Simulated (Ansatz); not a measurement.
MgO:
```cif
data_Mg6O6
_chemical_formula_sum 'Mg6 O6'
_space_group_name_H-M_alt 'Pm-3n'
_space_group_IT_number 223
_space_group_name_Hall '-P 4n 2 3'
_cell_length_a 5.59033
_cell_length_b 5.59033
_cell_length_c 5.59033
_cell_angle_alpha 90.000
_cell_angle_beta 90.000
_cell_angle_gamma 90.000
loop_
_atom_site_label
_atom_site_type_symbol
_atom_site_symmetry_multiplicity
_atom_site_Wyckoff_symbol
_atom_site_fract_x
_atom_site_fract_y
_atom_site_fract_z
_atom_site_occupancy
Mg1 Mg 6 c 0.00000 0.50000 0.25000 1
O1 O 6 d 0.00000 0.25000 0.50000 1
```

Relaxed with PBEsol.

Problem. Which orbitals make up the states near the band edges in the program Ansatz at the PBEsol level (PAW)?

Solution. Top 1 eV of the valence band: O 2p 97 %. Bottom 1 eV of the conduction band: Mg 3s 64 %, O 2s 21 %, O 2p 9 %, outside the projected shells 6 %. Projections are on Löwdin-orthogonalised atomic valence shells; empty p or d shells of many metals are not among them.

Problem. Tabulate the density of states.

Solution. States/eV per cell of 12 atoms, in 0.25 eV bins, energy from the valence-band maximum.

| E (eV) | total | O 2p | Mg 3s | O 2s |
|---|---|---|---|---|
| -3.45 | 0.00 | 0.00 | 0.00 | 0.00 |
| -3.20 | 6.83 | 5.87 | 0.82 | 0.03 |
| -2.95 | 5.00 | 4.27 | 0.61 | 0.04 |
| -2.70 | 5.02 | 4.26 | 0.60 | 0.06 |
| -2.45 | 11.80 | 9.81 | 1.64 | 0.11 |
| -2.20 | 9.99 | 8.62 | 1.03 | 0.09 |
| -1.95 | 11.23 | 9.90 | 0.86 | 0.14 |
| -1.70 | 8.11 | 7.28 | 0.45 | 0.12 |
| -1.45 | 9.40 | 8.81 | 0.20 | 0.05 |
| -1.20 | 13.59 | 12.89 | 0.23 | 0.06 |
| -0.95 | 15.74 | 15.15 | 0.16 | 0.03 |
| -0.70 | 30.38 | 29.67 | 0.10 | 0.01 |
| -0.45 | 7.83 | 7.64 | 0.03 | 0.02 |
| -0.20 | 5.86 | 5.75 | 0.02 | 0.01 |
| 0.05 | 3.22 | 3.18 | 0.00 | 0.00 |
| 0.30 | 0.00 | 0.00 | 0.00 | 0.00 |
| 0.55 | 0.00 | 0.00 | 0.00 | 0.00 |
| 0.80 | 0.00 | 0.00 | 0.00 | 0.00 |
| 1.05 | 0.00 | 0.00 | 0.00 | 0.00 |
| 1.30 | 0.00 | 0.00 | 0.00 | 0.00 |
| 1.55 | 0.00 | 0.00 | 0.00 | 0.00 |
| 1.80 | 0.00 | 0.00 | 0.00 | 0.00 |
| 2.05 | 0.00 | 0.00 | 0.00 | 0.00 |
| 2.30 | 0.00 | 0.00 | 0.00 | 0.00 |
| 2.55 | 0.00 | 0.00 | 0.00 | 0.00 |
| 2.80 | 0.00 | 0.00 | 0.00 | 0.00 |
| 3.05 | 0.12 | 0.00 | 0.08 | 0.03 |
| 3.30 | 0.24 | 0.02 | 0.16 | 0.05 |
| 3.55 | 0.37 | 0.03 | 0.24 | 0.08 |
| 3.80 | 0.49 | 0.05 | 0.30 | 0.09 |
| 4.05 | 0.62 | 0.08 | 0.38 | 0.11 |
| 4.30 | 0.79 | 0.11 | 0.47 | 0.13 |
| 4.55 | 0.98 | 0.14 | 0.57 | 0.14 |
| 4.80 | 1.22 | 0.18 | 0.69 | 0.16 |
| 5.05 | 1.47 | 0.21 | 0.78 | 0.16 |
| 5.30 | 1.83 | 0.25 | 0.89 | 0.17 |
| 5.55 | 2.98 | 0.37 | 1.19 | 0.18 |
| 5.80 | 4.12 | 0.40 | 1.14 | 0.12 |
| 6.05 | 0.93 | 0.09 | 0.27 | 0.03 |
| 6.30 | 0.80 | 0.07 | 0.35 | 0.05 |
| 6.55 | 1.42 | 0.12 | 0.64 | 0.09 |
| 6.80 | 2.70 | 0.24 | 1.18 | 0.17 |
| 7.05 | 3.74 | 0.33 | 1.53 | 0.23 |
| 7.30 | 3.39 | 0.23 | 1.05 | 0.15 |
| 7.55 | 3.48 | 0.24 | 1.03 | 0.12 |

The workflow started from a Materials Project entry (that database holds measured and hypothetical structures alike); the Crystallography Open Database copy checked does not list it. It is not the phase usual at ambient conditions (space group No. 225). Symmetry was held in the PBEsol relaxation; phonons on a q-mesh show no instability.

Potentials: the later of the program's two PAW sets.
